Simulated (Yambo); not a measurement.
Yambo run on NaBH$_{4}$ (space group P-42_1c, No. 114). The wavefunctions are PBEsol (pw.x of Quantum ESPRESSO, ONCV potentials, scalar-relativistic) ones on a 4×4×2 mesh (16 occupied bands); a = 4.276 Å, b = 4.276 Å, c = 5.799 Å, α = 90.00°, β = 90.00°, γ = 90.00°.

Yambo input:

```
rim_cut
gw0
dyson
el_el_corr
HF_and_locXC
ppa
em1d
RandQpts= 1000000
RandGvec= 1 Ry
EXXRLvcs= 88 Ry
VXCRLvcs= 352 Ry
Chimod= "HARTREE"
% BndsRnXp
 3 | 121 |
%
NGsBlkXp= 8 Ry
% LongDrXp
 1.0 | 1.0 | 1.0 |
%
PPAPntXp= 27.2114 eV
% GbndRnge
 1 | 121 |
%
GTermKind= "BG"
DysSolver= "n"
ExtendOut
% QPkrange
 1 | 1 | 16 | 17 |
%
```

k points by index: 1 = Γ.

Resulting energies as the program prints them:

```
#    K-point    Band    Eo [eV]    E [eV]    E-Eo [eV]    Vxc [eV]    Vnlxc [eV]    Sc|Eo [eV]    Sc|E [eV]    dSc/dw|Eo [eV]    Re(Z)    Im(Z)
#
    1    16    0.000000    -1.796443    -1.796443    -12.75857    -16.81260    1.853354    2.257585    -6.122624    0.816323    -0.001318
    1    17    6.238255    7.377919    1.139663    -8.042248    -3.733177    -2.980741    -3.169408    -4.504321    0.857977    -0.001061
```
(The two width columns are left out.) Convergence of these settings isn't established.

Geometry of the Materials Project entry, not relaxed at this level.

The structure is a Materials Project entry; no match was found in the copy of COD used, and its stability was not checked.
